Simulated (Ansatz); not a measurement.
MgO:
```
MgO
1.0
    1.48416     0.85688    19.79545
   -1.48416     0.85688    19.79545
    0.00000    -1.71376    19.79545
Mg O
8 8
Cartesian
  0.00000   0.00000  22.30734
  0.00000   0.00000  37.07900
  0.00000   0.00000  47.05166
  0.00000   0.00000  12.33468
  0.00000   0.00000  54.36229
  0.00000   0.00000   5.02405
  0.00000   0.00000  29.69317
  0.00000   0.00000   0.00000
  0.00000   0.00000   8.67926
  0.00000   0.00000  50.70708
  0.00000   0.00000  26.03793
  0.00000   0.00000  33.34841
  0.00000   0.00000  18.58042
  0.00000   0.00000  40.80592
  0.00000   0.00000  15.98647
  0.00000   0.00000  43.39987
```

Relaxed with PBEsol. Special points in fractions of this cell's reciprocal vectors: Γ (0.000, 0.000, 0.000); T (0.500, 0.500, 0.500); H2 (0.832, 0.168, 0.500); H0 (0.500, -0.168, 0.168); L (0.500, 0.000, 0.000); S0 (0.334, -0.334, 0.000); S2 (0.666, 0.000, 0.334); F (0.500, 0.000, 0.500).

Q: List the band energies nearest the valence-band maximum at these points for PBEsol (plane waves, PAW; program Ansatz).

A: In eV from the valence-band maximum; about four levels below and three above (degenerate sets whole), none deeper than 8.9 eV; points with the same levels are listed once.

| k | below | above |
|---|---|---|
| Γ | -0.13 -0.13 -0.13 -0.13 -0.02 -0.02 -0.01 | 4.01 4.85 5.27 |
| T | -0.06 -0.06 -0.04 -0.04 | 4.09 4.62 5.56 |
| H2 | -1.18 -1.17 -1.13 -0.50 -0.49 | 7.40 7.62 10.22 |
| L | -0.75 -0.71 -0.65 -0.46 | 6.36 6.60 8.11 |
| S0 | -1.18 -1.17 -1.13 -0.49 -0.49 | 7.40 7.62 10.22 |
| F | -0.81 -0.73 -0.70 -0.42 | 6.35 6.61 8.12 |

Space group R-3m. The first step of the workflow began from a Materials Project structure, measured or hypothetical; the Crystallography Open Database copy checked does not list it. It is not the phase usual at ambient conditions (space group No. 225). Symmetry was held in the PBEsol relaxation; its stability against distortions is not shown here.

Potentials: the earlier of the program's two PAW sets. The files were generated under PBE; for other functionals the program regenerates the frozen cores, and for LDA and PBEsol the local potential too.
